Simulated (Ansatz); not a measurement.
Given:

Starting cell, Ba$_{3}$PbO (anti-perovskite):

```yaml
crystal:
  lattice:
    - [10.69056, 0.00000, 0.00000]
    - [5.34528, 5.34528, 0.00000]
    - [0.00000, 0.00000, 5.34528]
  atoms:
    - { symbol: Ba, position: [0.25000, 0.00000, 0.50000] }
    - { symbol: Ba, position: [0.75000, 0.00000, 0.50000] }
    - { symbol: Ba, position: [0.75000, 0.50000, 0.50000] }
    - { symbol: Ba, position: [0.25000, 0.50000, 0.50000] }
    - { symbol: Ba, position: [0.00000, 0.50000, 0.00000] }
    - { symbol: Ba, position: [0.50000, 0.50000, 0.00000] }
    - { symbol: Pb, position: [0.00000, 0.00000, 0.00000] }
    - { symbol: Pb, position: [0.50000, 0.00000, 0.00000] }
    - { symbol: O, position: [0.00000, 0.50000, 0.50000] }
    - { symbol: O, position: [0.50000, 0.50000, 0.50000] }
```

A phonon eigenvector at M = (0.5, 0.5, 0.0) is frozen into this cell: atom i moves by Q times the vector below, so Q is the largest atomic displacement, in Å. The cell is held. (q is in reciprocal vectors of the primitive cell; the cell shown is doubled to hold the pattern.)

| atom | x | y | z |
|---|---|---|---|
| Ba5 | 0.000 | 0.000 | -0.055 |
| Ba6 | 0.000 | 0.000 | 0.055 |
| O9 | 0.000 | 0.000 | 1.000 |
| O10 | 0.000 | 0.000 | -1.000 |

Atoms not listed stay in place.

Computed with LDA (plane waves to 420 eV, PAW, scalar-relativistic; Ansatz, a program for electronic structure). k mesh 9×9×9 (Γ-centred), Fermi-Dirac smearing 0.05 eV. Energies are smeared free energies. With partly filled bands, energies and forces of such displacements shift with the k mesh and the smearing. At this level the bands of Ba3PbO touch or barely overlap. Ba3PbO was relaxed with its symmetry unable to fall. Spin-orbit coupling is left out, though Pb is heavy. The zero of ΔE is the undisplaced structure.

The scan covers Q from -0.180 to 0.180 Å in 13 points.

### Question
Which space group does the distorted structure have?

### Answer
P4/nmm (No. 129), lowered from Pm-3m.

### Question
Is this a single well or a double well?

### Answer
A single well with its minimum at or next to zero displacement.

### Question
What is the energy change at Q = 0.180 Å?

### Answer
76 meV/cell.

### Question
What harmonic wavenumber does the curvature at Q = 0 give?

### Answer
188 cm⁻¹.

(For displaced atoms, the force is minus the slope of the energy, and its curvature is a force constant, which sets phonon frequencies.)
